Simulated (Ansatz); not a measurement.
# Perovskite alloy of SrTiO3 and CaTiO3 (2 of 8 Sr sites exchanged), 40 atoms

Ansatz, PAW, plane waves. PBEsol relaxation of volume and atoms (shape held) at the single k point (¼, ¼, ¼) without its symmetry partners; single points on the relaxed atoms at the single k point (¼, ¼, ¼) without its symmetry partners, onto which points of the small cell's zone fold. Arrangement: random. No spin–orbit coupling unless named.

Relaxed structure:

```xyz
40
Lattice="7.7485 0.0000 0.0000 0.0000 7.7485 0.0000 0.0000 0.0000 7.7485" Properties=species:S:1:pos:R:3 pbc="T T T"
Sr    0.0220    0.0170    7.6847
Sr    0.0113    0.0275    3.8102
Sr    0.0241    3.8734    0.0333
Sr    3.8676    0.0295    3.9071
Sr    3.9007    3.8982    0.0874
Sr    3.8925    3.9054    3.9618
Ca    0.0762    3.9492    3.9001
Ca    3.9433    0.0809    0.0244
Ti    1.9773    1.9728    1.9713
Ti    1.9672    1.9828    5.8458
Ti    1.9762    5.8679    1.9515
Ti    1.9832    5.8454    5.8555
Ti    5.8398    1.9887    1.9814
Ti    5.8625    1.9818    5.8258
Ti    5.8478    5.8517    1.9672
Ti    5.8464    5.8531    5.8412
O     1.8267    2.0045    7.7414
O     2.0015    1.8350    3.8672
O     1.7469    5.7055    7.7340
O     2.0634    5.8724    3.8588
O     5.8688    2.0690    7.7331
O     5.6980    1.7531    3.8600
O     5.9434    5.6325    7.7265
O     5.6274    5.9491    3.8524
O     7.7247    2.1926    2.0634
O     7.7294    1.6731    5.7289
O     7.7202    5.5396    2.1148
O     7.7255    6.0348    5.6453
O     3.8501    1.6623    1.7987
O     3.8565    2.1637    5.8803
O     3.8481    6.0659    1.7143
O     3.8530    5.5424    5.9248
O     1.6674    7.7349    1.8570
O     2.1865    7.7305    5.9354
O     2.1582    3.8622    2.0031
O     1.6571    3.8559    5.6747
O     6.0297    7.7309    1.7716
O     5.5350    7.7259    5.9893
O     5.5362    3.8586    2.0508
O     6.0597    3.8540    5.5882
```

Problem. What are the mean bond lengths by pair (pairs within 1.2 times the sum of covalent radii, less contacts 15 % beyond the pair's median; cation–cation pairs of compounds aside; long ionic contacts are cut short by that bound)?

Solution. Ca–O 2.616 ± 0.185 Å (standard deviation, 16 bonds); O–Sr 2.718 ± 0.153 Å (standard deviation, 66 bonds); O–Ti 1.956 ± 0.057 Å (standard deviation, 48 bonds).

Problem. What gap lies between the top filled and the lowest empty level in the single points?

Solution. HSE06 4.56 eV (47 s on NVIDIA H100). Away from Γ this isn't the crystal's band gap.
